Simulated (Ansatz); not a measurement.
CuRu2: reading a single point

```yaml
crystal:
  lattice:
    - [2.61637, 0.00000, 0.00000]
    - [0.00000, 2.61637, 0.00000]
    - [0.00000, 0.00000, 5.39822]
  atoms:
    - { symbol: Ru, position: [0.50000, 0.50000, 0.29500] }
    - { symbol: Ru, position: [0.50000, 0.50000, 0.70500] }
    - { symbol: Cu, position: [0.00000, 0.00000, 0.00000] }
```

Single point in Ansatz 0.2.0 with LDA, no spin polarisation. Cutoff 420 eV, PAW datasets, 13×13×6 Γ-centred k mesh, fermi-dirac filling (width 0.1 eV).

**Electronic structure.** It is a metal, with about 3.4 states/eV a cell as the mean within 0.25 eV of the Fermi level, mostly Ru d (82 %).
**Stress.** The pressure is 25.8 GPa (compression positive), so with the atoms held at these fractions the cell would first expand; the forces are large, so a full relaxation may end otherwise. The principal stresses 19.5, 19.5, 38.5 GPa differ, so its shape would change too.
**Formation energy.** 0.75 eV an atom against the elements' usual phases (free molecules for gases, crystals otherwise, with no correction for O₂ or N₂), so at this geometry it isn't bound against them. Relaxing would lower it.
**Contacts.** Ru–Ru at 2.21 Å: least valence density 0.98 e/Å³ and ELF 0.31 there. Ru–Cu at 2.44 Å: least valence density 0.45 e/Å³ and ELF 0.26 there. Cu–Cu at 2.62 Å: least valence density 0.29 e/Å³ and ELF 0.23 there. These are pseudo-fields; inside the PAW spheres they differ from the all-electron ones.
**Charges.** Bader charges in e: Cu -0.01, Ru +0.00. In the mean Ru gives up most and Cu takes most.

Origin: a known structure type with other elements, at an estimated volume, so it need not be a known compound. Caveats: atoms or cell far from equilibrium.
